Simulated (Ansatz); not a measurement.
All numbers below come from Ansatz 0.2.0, DFT, PBEsol, plane waves (420 eV) with PAW, scalar-relativistic. (PAW data from PBE, frozen cores regenerated.)

An element in the dhcp structure gives this curve. The cell is scaled uniformly from the relaxed one, with fractional coordinates and shape fixed. Energies are extrapolated to zero smearing, pressures are those at the given smearing. Magnetic state: spin not included.

| V (Å³/atom) | E − E₀ (meV/atom) | P (GPa) |
| --- | --- | --- |
| 19.124 | 128.6 | 17.31 |
| 19.993 | 54.0 | 10.55 |
| 20.862 | 12.8 | 4.86 |
| 21.731 | 0.0 | 0.04 |
| 22.601 | 11.3 | -4.03 |
| 23.470 | 43.1 | -7.48 |
| 24.339 | 92.2 | -10.39 |

Task: Which element is it?
A. indium
B. lithium
C. mercury
D. hafnium

Result: D. Its fit is V₀ = 21.73 Å³/atom, B₀ = 111 GPa, B₀′ = 3.1.
